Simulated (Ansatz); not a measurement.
**Property card for Pt**

Pt:
```
CELL_PARAMETERS angstrom
     -1.55055     1.55055     1.55055
      1.55055    -1.55055     1.55055
      1.55055     1.55055    -1.55055
ATOMIC_POSITIONS crystal
  Pt 0.00000 0.00000 0.00000
```

Space group Im-3m (No. 229), bcc (W type); conventional cell a = b = c = 3.101 Å, α = β = γ = 90.00°.

Method: LDA in the plane-wave PAW code Ansatz. Structure relaxed to zero pressure with the same functional. Other levels are named where they apply.

**Cell and energy**

| Quantity | Result |
|---|---|
| Volume per atom | 14.91 Å³ |
| Density | 21.72 g/cm³ |

**Electronic structure**

| Item | Value |
|---|---|
| Electronic character | metallic (no gap) |
| Density of states at the Fermi level | 0.92 states/eV per atom (mean over ±0.08 eV) |

**Mechanics**

| Property | Value |
|---|---|
| Bulk modulus (Birch–Murnaghan fit) | 296 GPa |
| Pressure derivative B′ | 5.3 |
| Elastic constants (relaxed ions, GPa) | C11 = 217, C12 = 336, C44 = 185 |
| Mechanical stability | unstable (C has a negative eigenvalue) |

The first step of the workflow began from a Materials Project structure, measured or hypothetical; the Crystallography Open Database copy checked does not list it. It is not the phase usual at ambient conditions (space group No. 225). Symmetry was held in the LDA relaxation. No spin polarisation was allowed. As this level gives no gap, shear constants depend on the k-mesh and smearing (Fermi–Dirac, 0.1 eV here). On the denser mesh and wider smearing of the elastic run this cell carries a stress of 0.4 GPa. Spin–orbit coupling is left out wherever it is not named.

Potentials: the later of the program's two PAW sets.
